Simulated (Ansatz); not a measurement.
Ge$_{2}$W:
```
CELL_PARAMETERS angstrom
      0.00000     4.19516     4.59543
      2.41326     0.00000     4.59543
      2.41326     4.19516     0.00000
ATOMIC_POSITIONS crystal
  Ge 0.66446 0.33554 0.66446
  Ge 0.33554 0.66446 0.33554
  Ge 0.58554 0.91446 0.58554
  Ge 0.91446 0.58554 0.91446
  W  0.00000 0.00000 0.00000
  W  0.25000 0.25000 0.25000
```

Relaxed with PBE. Special points in fractions of this cell's reciprocal vectors: Γ (0.000, 0.000, 0.000); Y (0.500, 0.000, 0.500); T (1.000, 0.500, 0.500); Z (0.500, 0.500, 0.000); Σ0 (0.000, 0.402, 0.402); U0 (1.000, 0.598, 0.598); C0 (0.500, 0.236, 0.736); A0 (0.500, 0.764, 0.264); L (0.500, 0.500, 0.500).

### Question
List the band energies nearest the Fermi level at these points for PBE in the plane-wave PAW code Ansatz.

### Answer
In eV from the Fermi level; about four levels below and three above (degenerate sets whole), none deeper than 8.9 eV; points with the same levels are listed once.

```json
[
 {"k": "Γ", "below": "-2.93 -2.40 -2.25 -2.17", "above": "0.47 1.33 1.60"},
 {"k": "Y", "below": "-2.56 -2.56 -0.10 -0.10", "above": "1.62 1.62 2.54 2.54"},
 {"k": "T", "below": "-2.15 -2.15 -0.88 -0.88", "above": "0.88 0.88 1.83 1.83"},
 {"k": "Z", "below": "-2.08 -2.08 -1.18 -1.18", "above": "2.31 2.31 2.65 2.65"},
 {"k": "Σ0", "below": "-1.59 -1.50 -0.80 -0.77", "above": "0.03 1.54 1.95"},
 {"k": "C0", "below": "-3.00 -3.00 -2.68 -2.68", "above": "0.09 0.09 0.29 0.29"},
 {"k": "L", "below": "-2.61 -1.72 -1.48 -0.27", "above": "0.09 0.29 1.09"}
]
```

Space group Fddd. The cell is a constructed one: a structure type filled with these elements; neither database checked (COD, Materials Project) lists it. COD files the formula under space group No. 139, so this cell is another polymorph or a model. Whether it is the stable phase at ambient conditions was not checked. The cell was relaxed with PBE under the symmetry of its start; whether a distortion lowers the energy is not shown. The run is not spin-polarised. Scalar-relativistic: spin–orbit coupling is off unless named, which matters more the heavier the elements.

Potentials: the later of the program's two PAW sets.
